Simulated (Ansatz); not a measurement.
Given:

BN:
```
BN
1.0
    0.00000     1.78992     1.78992
    1.78992     0.00000     1.78992
    1.78992     1.78992     0.00000
B N
1 1
Cartesian
  0.00000   0.00000   0.00000
  0.89496   0.89496   0.89496
```

This is the LDA-relaxed structure.

Question: All from LDA in the plane-wave PAW code Ansatz, unless another level is named. Estimate the formation energy from the elements (no fitted shifts).

Answer: -1.52 eV/atom.

Question: Give the hole effective mass, band 1 of 3 at the edge.

Answer: 0.53 along [100], 4.0 along [110], 1.2 along [111] (mₑ).

Question: Give the valence-band maximum.

Answer: at Γ.

Question: Next, the conduction-band minimum?

Answer: at X (3 equivalent valleys).

Space group F-43m (zinc blende). Symmetry was held in the LDA relaxation. The references are the lowest solids computed at this level, not always the standard phases (solids in place of the gases).

Potentials: the earlier of the program's two PAW sets. The files were generated under PBE; for other functionals the program regenerates the frozen cores, and for LDA and PBEsol the local potential too.

Edges and masses are those of Kohn–Sham bands, whose gap is no quasiparticle gap.
